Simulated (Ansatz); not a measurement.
The guess for ScAl₃As₄ was made by a generator: species swapped into a database cell of In3GaN4 (P3m1, No. 156), with Al on the In sites, Sc on the Ga sites and As on the N sites. The dimensions are guesses.

```
Sc Al As
1.0
     3.69148    0.00000    0.00000
    -1.84574    3.19691    0.00000
     0.00000    0.00000   12.00048
Sc Al As
1 3 4
Direct
  0.00000 0.00000 0.24674
  0.00000 0.00000 0.74955
  0.33333 0.66667 0.00844
  0.33333 0.66667 0.49052
  0.00000 0.00000 0.07472
  0.00000 0.00000 0.55810
  0.33333 0.66667 0.29641
  0.33333 0.66667 0.81631
```

All numbers below come from DFT PBE, scalar-relativistic, plane waves, PAW in Ansatz. Cutoff 420 eV, Gaussian smearing, Γ-centred meshes. Cell and atoms relax first on a coarse mesh, the cell is then made exact in the group found at 0.06 to 0.08 Å, and last on a converged mesh; the steps can't lower the symmetry of their start. No spin polarisation.

A guess keeps its type if space group and coordination stay and the shape of the cell changes little (axis ratios within about 15 %, angles within 6°); the volume may change.

Q: Does this structure survive the relaxation?

A: It keeps its type. The symmetry stays P3m1 (No. 156). The volume per atom grows by 39.9 %, from 17.7 to 24.8 Å³. The shortest distance goes from 2.06 Å (Sc–As) to 2.47 Å (Al–As). The ratio c/a of the conventional cell changes by a factor of 1.03. Counting neighbours within 15 % of an atom's shortest distance, the start has Al 4, As 4, Sc 4 and the end Al 4, As 4, Sc 4.

Formation energies are uncorrected and refer to the elements' standard structures at the same level.

Q: At what energy does it end?

A: −0.553 eV/atom.

The last run used a 12×12×2 mesh (in the run's order of axes) for its 8-atom cell and Gaussian smearing of 0.02 eV. The reference form of As is held partly by dispersion forces, which this level lacks. A later test with randomly moved atoms came back to the same energy, though modes that don't fit the test's cell weren't probed. Another cell of the same search, in P3m1, lies 33 meV/atom lower, so this cell isn't the stable form at this level.
